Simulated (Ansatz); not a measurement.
Cu Kα1 powder pattern (kinematic, no thermal factors).
2θ (°) (relative intensity): 13.15 (85, 1 1 1), 15.20 (8, 2 0 0), 21.56 (100, 2 2 0), 25.34 (51, 3 1 1), 26.48 (2, 2 2 2), 30.68 (38, 4 0 0), 33.51 (23, 3 3 1), 34.40 (1, 4 2 0), 37.80 (41, 4 2 2), 40.19 (22, 5 1 1), 43.93 (24, 4 4 0), 46.06 (21, 5 3 1), 49.44 (29, 6 2 0), 51.39 (7, 5 3 3), 54.53 (7, 4 4 4), 56.36 (13, 7 1 1), 59.32 (29, 6 4 2), 61.05 (15, 7 3 1), 63.88 (4, 8 0 0), 65.54 (4, 7 3 3), 68.26 (13, 8 2 2), 69.87 (8, 7 5 1), 72.52 (9, 8 4 0), 74.09 (8, 9 1 1), 76.68 (8, 6 6 4), 78.22 (4, 9 3 1), 80.77 (6, 8 4 4), 82.29 (7, 9 3 3), 84.81 (16, 10 2 0), 86.31 (6, 9 5 1)

The pattern is computed from a structure relaxed with Ansatz 0.2.0, DFT PBE, scalar-relativistic, plane waves, PAW. Collinear spin, ending at 1.0 μB a primitive cell. Its elements are C, Ca, N, Pt, Tl.

Question: Give the structure.

Answer: CaTlPtC$_{6}$N$_{6}$.
Space group F-43m (No. 216). a = 11.649 Å, b = 11.649 Å, c = 11.649 Å, α = 90.00°, β = 90.00°, γ = 90.00°
```
atom  site  symmetry       x       y       z
  Ca    4a      -43m  0.0000  0.0000  0.0000
  Tl    4d      -43m  0.2500  0.2500  0.7500
  Pt    4b      -43m  0.5000  0.0000  0.0000
   C   24f      2.mm  0.2208  0.0000  0.0000
   N   24f      2.mm  0.3213  0.0000  0.0000
```

A pattern alone doesn't exclude other cells with like lines; this is the one computed.

The cell was found from a structure generator's guess, not taken from experiment.
